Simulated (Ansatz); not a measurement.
SnTe:
```yaml
crystal:
  lattice:
    - [0.00000, 3.18789, 3.18789]
    - [3.18789, 0.00000, 3.18789]
    - [3.18789, 3.18789, 0.00000]
  atoms:
    - { symbol: Sn, position: [0.00000, 0.00000, 0.00000] }
    - { symbol: Te, position: [0.50000, 0.50000, 0.50000] }
```

Relaxed with r²SCAN. Special points in fractions of this cell's reciprocal vectors: Γ (0.000, 0.000, 0.000); X (0.500, 0.000, 0.500); U (0.625, 0.250, 0.625); K (0.375, 0.375, 0.750); L (0.500, 0.500, 0.500); W (0.500, 0.250, 0.750).

Question: List the band energies nearest the valence-band maximum at these points for plane-wave PAW r²SCAN (Ansatz code).

Answer: In eV from the valence-band maximum; about four levels below and three above (degenerate sets whole), none deeper than 8.9 eV; points with the same levels are listed once.

| k | below | above |
|---|---|---|
| Γ | -4.88 -2.39 -2.39 -2.39 | 3.36 3.36 3.36 |
| X | -6.73 -5.73 -3.94 -3.94 | 2.46 4.94 4.94 |
| U | -7.69 -5.33 -3.44 -2.85 | 2.98 3.17 4.41 |
| L | -8.61 -2.03 -2.03 0.00 | 0.14 0.34 0.34 |
| W | -7.64 -4.99 -4.99 -1.02 | 0.84 4.82 4.82 |

Space group Fm-3m (rock salt). The r²SCAN relaxation kept the symmetry of its start. At this level the phase is dynamically unstable (imaginary phonons). Spin–orbit coupling is left out wherever it is not named.

Potentials: the earlier of the program's two PAW sets.
